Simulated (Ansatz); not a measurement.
Given:

CdS:
```
CELL_PARAMETERS angstrom
      0.00000     2.96331     2.96331
      2.96331     0.00000     2.96331
      2.96331     2.96331     0.00000
ATOMIC_POSITIONS crystal
  S  0.75000 0.75000 0.75000
  Cd 0.00000 0.00000 0.00000
```

This is the PBE-relaxed structure. x, y and z are the axes in which the lattice vectors are written.

Problem. All from PBE (plane waves, PAW; program Ansatz), unless another level is named. Give the vibrational entropy at 300 K.

Solution. 37.2 J/(K·mol of atoms).

Problem. What about the Poisson's ratio?

Solution. 0.35.

Problem. Next, the highest zone-centre frequency (without LO–TO term)?

Solution. 216 cm⁻¹.

Problem. Next, the elastic constants (relaxed ions, GPa)?

Solution. C11 = 66.6, C12 = 46.9, C44 = 25.8.

Problem. Next, the piezoelectric stress constants (proper, relaxed ions, C/m²)?

Solution. e14 = e25 = e36 = -0.18.

Space group F-43m (zinc blende). The PBE relaxation kept the symmetry of its start; phonons on a q-mesh show no instability.

Potentials: the later of the program's two PAW sets.
